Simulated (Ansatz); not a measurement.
Input:

LuAl$_{2}$Ge$_{2}$:
```yaml
crystal:
  lattice:
    - [4.22579, 0.00000, 0.00000]
    - [-2.11290, 3.65964, 0.00000]
    - [0.00000, 0.00000, 6.45481]
  atoms:
    - { symbol: Al, position: [0.33333, 0.66667, 0.64799] }
    - { symbol: Al, position: [0.66667, 0.33333, 0.35201] }
    - { symbol: Lu, position: [0.00000, 0.00000, 0.00000] }
    - { symbol: Ge, position: [0.33333, 0.66667, 0.25321] }
    - { symbol: Ge, position: [0.66667, 0.33333, 0.74679] }
```

This is the r²SCAN-relaxed structure.

Problem. All from the program Ansatz at the r²SCAN level (PAW), unless another level is named. Give the electronic character.

Solution. metallic (no gap).

Problem. What about the formation energy from the elements (no fitted shifts)?

Solution. -0.42 eV/atom.

Problem. Predict the density of states at the Fermi level.

Solution. 0.27 states/eV per atom (mean over ±0.08 eV).

Problem. Give the gap with spin–orbit coupling.

Solution. none (metallic).

Space group P-3m1. The workflow started from an entry of the Crystallography Open Database (COD). Whether it is the stable phase at ambient conditions was not checked. The cell was relaxed with r²SCAN under the symmetry of its start; its stability against distortions is not shown here. The references are the lowest solids computed at this level, not always the standard phases. Scalar-relativistic: spin–orbit coupling is off unless named, which matters more the heavier the elements.

Potentials: the later of the program's two PAW sets.
